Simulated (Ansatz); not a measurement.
Be₆CuSn in Ansatz, relaxation

Run with:

```bash
ansatz run input.yaml --threads 2 --pin off --max-ram 3584MiB --backend cpu --events-out ev --progress --plain --runs-dir out
```

The input file (Ansatz 0.2.0, plane waves):

```yaml
crystal:
  lattice:
    - [4.799413, 0.0, 0.0]
    - [-2.332428, 4.246171, 0.0]
    - [0.06346, -2.532281, 4.534597]
  atoms:
    - { symbol: Be, position: [0.2508, 0.8537, 0.7367] }
    - { symbol: Be, position: [0.7492, 0.1463, 0.2633] }
    - { symbol: Be, position: [0.5758, 0.4399, 0.7232] }
    - { symbol: Be, position: [0.4242, 0.5601, 0.2768] }
    - { symbol: Be, position: [0.8644, 0.1243, 0.7376] }
    - { symbol: Be, position: [0.1356, 0.8757, 0.2624] }
    - { symbol: Cu, position: [0.0, 0.0, 0.0] }
    - { symbol: Sn, position: [0.5, 0.0, 0.5] }
kpoints:
  mp_grid: { grid: [5, 5, 4], shift: [0.0, 0.5, 0.5] }
magnetization:
  spin_polarized: false
scf:
  occupations: { method: fermi_dirac }
  lower_state_search: "off"
hamiltonian:
  pseudopotentials: { kind: paw }
  xc: pbe
basis:
  ecutwfc: 420
  fft_grid_basis: typed
relax:
  max_steps: 60
  cell: { p_target: 0.0 }
output:
  forces: true
  stress: true
  eigenvalues: true
  populations: true
  elf: true
  write_potential: true
  volumetric_format: npy
  dos:
    e_range: [-12, 8]
    de: 0.05
    projected: { site_lists: { Be: [Be], Cu: [Cu], Sn: [Sn] } }
  bader: false
checkpoint:
  read: saved_state
```

Origin of the cell: a known structure type with other elements, at an estimated volume, so it need not be a known compound.

The smearing width isn't typed, so it takes its default of 0.1 eV.

The saved state is a converged single point of the same cell.

Steps («new basis» is an SCF on plane waves selected anew at the same cell):

| step | ΔF (meV/atom) | max force component (eV/Å) | P (GPa) | volume (Å³) | SCF iterations | step was |
| --- | --- | --- | --- | --- | --- | --- |
| 1 | 0.0 | 8.806 | 66.80 | 92.41 | 6 | accepted |
| 3 | -1434.9 | 1.802 | 14.45 | 110.73 | 8 | accepted |
| 5 | -1869.1 | 0.980 | 0.44 | 114.43 | 9 | accepted |
| 7 | -2068.2 | 0.777 | -1.09 | 109.28 | 8 | accepted |
| 9 | -2135.9 | 0.539 | -1.50 | 103.84 | 8 | accepted |
| 11 | -2244.3 | 0.421 | 1.44 | 99.44 | 8 | accepted |
| 13 | -2338.6 | 0.292 | 0.77 | 100.34 | 8 | accepted |
| 15 | -2402.3 | 0.519 | -1.48 | 97.38 | 7 | accepted |
| 17 | -2420.8 | 0.202 | 0.78 | 92.35 | 7 | accepted |
| 19 | -2424.8 | 0.042 | 0.07 | 93.48 | 6 | accepted |
| 21 | -2426.3 | 0.080 | -0.01 | 93.47 | 6 | accepted |
| 23 | -2427.4 | 0.040 | 0.08 | 92.95 | 11 | accepted |
| 25 | -2427.7 | 0.024 | 0.07 | 93.04 | 6 | accepted |
| 27 | -2427.7 | 0.008 | -0.01 | 93.10 | 10 | accepted |
| 29 | -2449.0 | 0.009 | 2.39 | 93.06 | 10 | new basis |
| 31 | -2458.8 | 0.070 | 0.02 | 95.56 | 6 | accepted |
| 33 | -2461.8 | 0.070 | 0.62 | 94.69 | 6 | accepted |
| 35 | -2462.7 | 0.045 | -0.02 | 95.61 | 6 | accepted |
| 37 | -2462.8 | 0.004 | 0.01 | 95.48 | 6 | accepted |
| 39 | -2463.1 | 0.002 | 0.03 | 95.49 | 8 | new basis |
| 41 | -2463.1 | 0.002 | 0.01 | 95.53 | 6 | accepted |

Step 1, with forces in eV/Å:

```xyz
8
Lattice="4.799 0.000 0.000 -2.332 4.246 0.000 0.063 -2.532 4.535" Properties=species:S:1:pos:R:3:forces:R:3 pbc="T T T" step=1
Be   -0.741    1.759    3.341   -3.103   -5.957    4.814
Be    3.271   -0.046    1.194    3.103    5.957   -4.814
Be    1.783    0.037    3.279   -4.012    8.806    7.181
Be    0.747    1.677    1.255    4.012   -8.806   -7.181
Be    3.905   -1.340    3.345    6.606    0.337    4.904
Be   -1.375    3.054    1.190   -6.606   -0.337   -4.904
Cu    0.000    0.000    0.000    0.000    0.000    0.000
Sn    2.431   -1.266    2.267    0.000    0.000    0.000
```

Step 3, with forces in eV/Å:

```xyz
8
Lattice="5.112 -0.075 -0.008 -2.551 4.404 -0.048 0.099 -2.661 4.991" Properties=species:S:1:pos:R:3:forces:R:3 pbc="T T T" step=3
Be   -0.836    1.605    3.787   -0.052   -1.603    1.215
Be    3.497    0.064    1.148    0.052    1.603   -1.215
Be    1.809    0.119    3.803   -1.004    1.449    1.802
Be    0.852    1.549    1.132    1.004   -1.449   -1.802
Be    4.311   -1.420    3.808    1.142    0.657    1.211
Be   -1.650    3.088    1.127   -1.142   -0.657   -1.211
Cu    0.000    0.000    0.000    0.000    0.000    0.000
Sn    2.606   -1.368    2.491    0.000    0.000    0.000
```

Step 6, with forces in eV/Å:

```xyz
8
Lattice="4.866 -0.283 0.054 -2.615 4.311 -0.103 0.264 -2.574 5.620" Properties=species:S:1:pos:R:3:forces:R:3 pbc="T T T" step=6
Be   -0.536    1.276    4.561    0.807   -0.384    0.050
Be    3.051    0.178    1.010   -0.807    0.384   -0.050
Be    1.484   -0.018    4.576   -0.868   -0.739   -0.188
Be    1.031    1.471    0.995    0.868    0.739    0.188
Be    4.202   -1.320    4.669   -0.268    0.704    0.158
Be   -1.687    2.773    0.901    0.268   -0.704   -0.158
Cu    0.000    0.000    0.000    0.000    0.000    0.000
Sn    2.565   -1.429    2.837    0.000    0.000    0.000
```

Step 8, with forces in eV/Å:

```xyz
8
Lattice="4.572 -0.505 0.182 -2.668 4.290 -0.137 0.499 -2.471 5.926" Properties=species:S:1:pos:R:3:forces:R:3 pbc="T T T" step=8
Be   -0.283    1.211    4.896    0.452   -0.032   -0.203
Be    2.685    0.103    1.075   -0.452    0.032    0.203
Be    1.379   -0.172    4.869   -0.026   -0.669   -0.068
Be    1.023    1.486    1.101    0.026    0.669    0.068
Be    3.982   -1.432    5.141   -0.515    0.086   -0.299
Be   -1.580    2.746    0.829    0.515   -0.086    0.299
Cu    0.000    0.000    0.000    0.000    0.000    0.000
Sn    2.535   -1.488    3.054    0.000    0.000    0.000
```

Step 10, with forces in eV/Å:

```xyz
8
Lattice="4.303 -0.528 0.178 -2.558 4.300 -0.021 0.504 -2.349 5.887" Properties=species:S:1:pos:R:3:forces:R:3 pbc="T T T" step=10
Be   -0.069    1.240    4.957    0.382   -0.054    0.190
Be    2.318    0.183    1.086   -0.382    0.054   -0.190
Be    1.405   -0.330    4.940    0.422   -0.168   -0.310
Be    0.843    1.753    1.103   -0.422    0.168    0.310
Be    3.637   -1.286    5.120    0.028    0.141    0.033
Be   -1.389    2.709    0.923   -0.028   -0.141   -0.033
Cu    0.000    0.000    0.000    0.000    0.000    0.000
Sn    2.403   -1.438    3.032    0.000    0.000    0.000
```

Step 12, with forces in eV/Å:

```xyz
8
Lattice="4.078 -0.498 0.026 -2.423 4.512 0.161 0.341 -2.367 5.709" Properties=species:S:1:pos:R:3:forces:R:3 pbc="T T T" step=12
Be   -0.041    1.321    4.999   -0.062    0.015   -0.210
Be    2.038    0.325    0.897    0.062   -0.015    0.210
Be    1.480   -0.280    4.794    0.394    0.199    0.492
Be    0.517    1.926    1.103   -0.394   -0.199   -0.492
Be    3.446   -1.168    4.910    0.360   -0.180    0.256
Be   -1.449    2.814    0.987   -0.360    0.180   -0.256
Cu    0.000    0.000    0.000    0.000    0.000    0.000
Sn    2.210   -1.433    2.868    0.000    0.000    0.000
```

Step 15, with forces in eV/Å:

```xyz
8
Lattice="3.907 -0.807 0.331 -2.612 4.977 0.121 0.790 -2.444 5.508" Properties=species:S:1:pos:R:3:forces:R:3 pbc="T T T" step=15
Be    0.122    1.473    4.820    0.519    0.188   -0.001
Be    1.963    0.254    1.140   -0.519   -0.188    0.001
Be    2.017   -0.144    4.887    0.156   -0.239   -0.356
Be    0.068    1.871    1.073   -0.156    0.239    0.356
Be    3.809   -1.446    4.954    0.096    0.077   -0.070
Be   -1.724    3.173    1.006   -0.096   -0.077    0.070
Cu    0.000    0.000    0.000    0.000    0.000    0.000
Sn    2.348   -1.625    2.919    0.000    0.000    0.000
```

Step 17, with forces in eV/Å:

```xyz
8
Lattice="3.894 -0.824 0.529 -2.621 4.979 0.140 0.986 -2.317 5.259" Properties=species:S:1:pos:R:3:forces:R:3 pbc="T T T" step=17
Be    0.428    1.594    4.737    0.017   -0.023   -0.092
Be    1.830    0.243    1.191   -0.017    0.023    0.092
Be    2.336   -0.023    4.808   -0.202   -0.151   -0.142
Be   -0.078    1.861    1.121    0.202    0.151    0.142
Be    4.083   -1.328    4.845    0.079    0.088   -0.117
Be   -1.825    3.166    1.084   -0.079   -0.088    0.117
Cu    0.000    0.000    0.000    0.000    0.000    0.000
Sn    2.440   -1.570    2.894    0.000    0.000    0.000
```

Step 19, with forces in eV/Å:

```xyz
8
Lattice="3.909 -0.792 0.507 -2.600 4.934 0.106 0.949 -2.347 5.332" Properties=species:S:1:pos:R:3:forces:R:3 pbc="T T T" step=19
Be    0.401    1.528    4.772   -0.020    0.007    0.008
Be    1.857    0.267    1.173    0.020   -0.007   -0.008
Be    2.288   -0.089    4.839    0.012    0.004    0.042
Be   -0.031    1.884    1.107   -0.012   -0.004   -0.042
Be    4.080   -1.347    4.854    0.003   -0.018   -0.024
Be   -1.822    3.143    1.091   -0.003    0.018    0.024
Cu    0.000    0.000    0.000    0.000    0.000    0.000
Sn    2.429   -1.569    2.920    0.000    0.000    0.000
```

Step 23, with forces in eV/Å:

```xyz
8
Lattice="3.919 -0.784 0.554 -2.598 4.904 0.077 0.989 -2.338 5.333" Properties=species:S:1:pos:R:3:forces:R:3 pbc="T T T" step=23
Be    0.424    1.469    4.835    0.016   -0.016    0.017
Be    1.886    0.314    1.129   -0.016    0.016   -0.017
Be    2.399   -0.175    4.945    0.040    0.000   -0.017
Be   -0.090    1.957    1.019   -0.040    0.000    0.017
Be    4.226   -1.388    4.738   -0.023    0.014   -0.004
Be   -1.917    3.171    1.226    0.023   -0.014    0.004
Cu    0.000    0.000    0.000    0.000    0.000    0.000
Sn    2.454   -1.561    2.943    0.000    0.000    0.000
```

Step 25, with forces in eV/Å:

```xyz
8
Lattice="3.931 -0.774 0.566 -2.595 4.915 0.067 0.995 -2.351 5.302" Properties=species:S:1:pos:R:3:forces:R:3 pbc="T T T" step=25
Be    0.440    1.459    4.811    0.006    0.023    0.006
Be    1.890    0.330    1.124   -0.006   -0.023   -0.006
Be    2.423   -0.168    4.923   -0.017   -0.004   -0.015
Be   -0.092    1.958    1.011    0.017    0.004    0.015
Be    4.247   -1.384    4.716    0.024   -0.020   -0.024
Be   -1.916    3.173    1.219   -0.024    0.020    0.024
Cu    0.000    0.000    0.000    0.000    0.000    0.000
Sn    2.463   -1.563    2.934    0.000    0.000    0.000
```

Step 30, with forces in eV/Å:

```xyz
8
Lattice="3.938 -0.784 0.604 -2.607 4.929 0.072 1.037 -2.332 5.448" Properties=species:S:1:pos:R:3:forces:R:3 pbc="T T T" step=30
Be    0.481    1.480    4.982   -0.008    0.034   -0.015
Be    1.886    0.332    1.143    0.008   -0.034    0.015
Be    2.464   -0.146    5.086    0.011   -0.088   -0.130
Be   -0.097    1.958    1.039   -0.011    0.088    0.130
Be    4.293   -1.372    4.893   -0.050    0.007   -0.053
Be   -1.926    3.185    1.232    0.050   -0.007    0.053
Cu    0.000    0.000    0.000    0.000    0.000    0.000
Sn    2.487   -1.558    3.026    0.000    0.000    0.000
```

Step 32, with forces in eV/Å:

```xyz
8
Lattice="3.851 -0.826 0.696 -2.602 4.890 0.043 1.145 -2.280 5.686" Properties=species:S:1:pos:R:3:forces:R:3 pbc="T T T" step=32
Be    0.581    1.497    5.194    0.021   -0.051   -0.005
Be    1.812    0.286    1.232   -0.021    0.051    0.005
Be    2.497   -0.146    5.284   -0.032    0.076    0.062
Be   -0.103    1.929    1.142    0.032   -0.076   -0.062
Be    4.273   -1.364    5.226    0.055    0.012    0.018
Be   -1.880    3.148    1.201   -0.055   -0.012   -0.018
Cu    0.000    0.000    0.000    0.000    0.000    0.000
Sn    2.498   -1.553    3.191    0.000    0.000    0.000
```

Step 35, with forces in eV/Å:

```xyz
8
Lattice="3.825 -0.808 0.761 -2.574 4.888 -0.001 1.196 -2.297 5.752" Properties=species:S:1:pos:R:3:forces:R:3 pbc="T T T" step=35
Be    0.659    1.449    5.269    0.003    0.045   -0.011
Be    1.788    0.333    1.244   -0.003   -0.045    0.011
Be    2.547   -0.140    5.370    0.029    0.015   -0.019
Be   -0.099    1.923    1.142   -0.029   -0.015    0.019
Be    4.326   -1.364    5.318    0.003   -0.029   -0.032
Be   -1.878    3.147    1.194   -0.003    0.029    0.032
Cu    0.000    0.000    0.000    0.000    0.000    0.000
Sn    2.511   -1.553    3.256    0.000    0.000    0.000
```

Step 42, with forces in eV/Å:

```xyz
8
Lattice="3.822 -0.805 0.769 -2.570 4.886 -0.008 1.202 -2.301 5.755" Properties=species:S:1:pos:R:3:forces:R:3 pbc="T T T" step=42
Be    0.668    1.448    5.268    0.001   -0.001    0.000
Be    1.786    0.332    1.248   -0.001    0.001    0.000
Be    2.555   -0.139    5.372    0.000   -0.002    0.000
Be   -0.101    1.919    1.144    0.000    0.002    0.000
Be    4.331   -1.368    5.319    0.000    0.002   -0.001
Be   -1.877    3.148    1.197    0.000   -0.002    0.001
Cu    0.000    0.000    0.000    0.000    0.000    0.000
Sn    2.512   -1.553    3.262    0.000    0.000    0.000
```

```
Free energy lowered by  : 2463.1 meV/atom
Volume change           : 3.37 %
Final pressure          : 0.00 GPa
Relaxation steps listed : 42
```

Caveats: no moments, though an odd count or open d shells may carry them; the given cell is far from equilibrium, with atoms too close or a volume far off; the k mesh is coarse if the cell is a metal; the relaxation held the start's symmetry, so the end may be a saddle point.

It ran for 2.7 min on 2 threads of INTEL(R) XEON(R) PLATINUM 8581C CPU @ 2.10GHz (Emerald Rapids) (shared host), peak memory 0.56 GiB, from a saved density.
